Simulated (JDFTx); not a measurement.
| Item | Value |
|---|---|
| surface | MoSi2(001), Si outermost, slab composition Mo2Si4 |
| bulk | MoSi2, I4/mmm, lattice of mp-2592 (not re-optimised) |
| slab | 6 atoms in 6 planes, 1x1, 6.4 Å between the outermost planes |
| in-plane cell | 3.204 × 3.204 Å, 10.27 Å² |
| cell height | 22.5 Å |
| sampling | 6×6×1 k mesh, Fermi smearing 0.01 Ha, no spin polarisation |

Whether this polymorph is the ambient one wasn't checked.

All numbers are PBE, GBRV ultrasoft potentials, plane waves to 20/100 Ha results from JDFTx (a modified build), not measurements. Liquid: linear PCM (GLSSA13), water, 1 M NaCl. The neutral cell holds 44 valence electrons and has two faces of 10.267 Å² each. Last filling lines of the neutral and of a charged run (μ in hartree, zero in the bulk liquid):

```
FillingsUpdate:  mu: -0.156522054  nElectrons: 44.000000
FillingsUpdate:  mu: -0.133768000  nElectrons: 44.110122
```

Working it through: both potentials, by the convention U = −μ/e − 4.44 V vs SHE, the surface charge density and the mean capacitance.

U_pzc = 0.15652 × 27.2114 − 4.44 = -0.18 V; U = 0.13377 × 27.2114 − 4.44 = -0.80 V. The cell has 0.1101 excess electrons, a net charge of -0.1101 e, shared by two faces: σ = -0.1101 e / (2 × 10.267 Å²) = -0.00536 e/Å² = -8.6 μC/cm² (1 e/Å² = 1602.18 μC/cm²). C = σ/(U − U_pzc) = -8.6/-0.62 ≈ 14 μF/cm².
